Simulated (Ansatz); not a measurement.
Mo$_{2}$C in space group Pbcn (No. 60; Mo on 8d, C on 4c) at seven volumes, r²SCAN (plane waves, PAW; program Ansatz), shape and atoms relaxed at each. One row is withheld.

```
V (Å³/atom)  P (GPa)
-----------  -------
11.291         35.70
11.663         21.85
12.036         10.06
12.408          0.00
12.780         -8.53
13.152        -15.71
13.525             ?
```

### Question
Fit the shown pressures and predict the withheld one.

### Answer
P = (3/2)B₀(x^(7/2) − x^(5/2))[1 + (3/4)(B′ − 4)(x − 1)] with x = (V₀/V)^(2/3). Least squares on the six rows gives V₀ = 12.409 Å³/atom, B₀ = 307 GPa, B′ = 4.38. At V = 13.525, x = 0.9442 and P = -21.90 GPa. The run itself gave -21.41 GPa.

The first step of the workflow began from a Materials Project structure, measured or hypothetical; the Crystallography Open Database files this formula in space group No. 60, but the cells were not matched. Its standing as an ambient phase is unchecked. Symmetry was held in the r²SCAN relaxation; its stability against distortions is not shown here. No spin polarisation was allowed.

Potentials: the earlier of the program's two PAW sets.
